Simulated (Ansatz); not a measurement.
BW (rock salt, Fm-3m), a = 4.436 Å, b = 4.436 Å, c = 4.436 Å, α = 90.00°, β = 90.00°, γ = 90.00°; the cell used has 2 atoms.

Relaxed with PBEsol.

Question: Decompose the optical modes at the zone centre into irreducible representations, and say which are infrared and Raman allowed.

Answer: Point group m-3m: Γ_opt = T1u. Infrared: T1u. Raman: none.

Question: Assign frequencies (DFPT, plane-wave PAW PBEsol (Ansatz code)).

Answer: T1u 596 cm⁻¹.

The start of the workflow was typed in or built on a structure type; neither database checked (COD, Materials Project) lists it. COD files the formula under space group No. 141. Whether it is the stable phase at ambient conditions was not checked. The PBEsol relaxation kept the symmetry of its start; whether a distortion lowers the energy is not shown. The run is not spin-polarised. The volume moved by -19 % from the start of the relaxation. As this level gives no gap, phonon frequencies hold no LO–TO term and depend on the k-mesh and smearing (Fermi–Dirac, 0.1 eV here). Scalar-relativistic: spin–orbit coupling is off unless named, which matters more the heavier the elements.

Potentials: the earlier of the program's two PAW sets. The files were generated under PBE; for other functionals the program regenerates the frozen cores, and for LDA and PBEsol the local potential too.
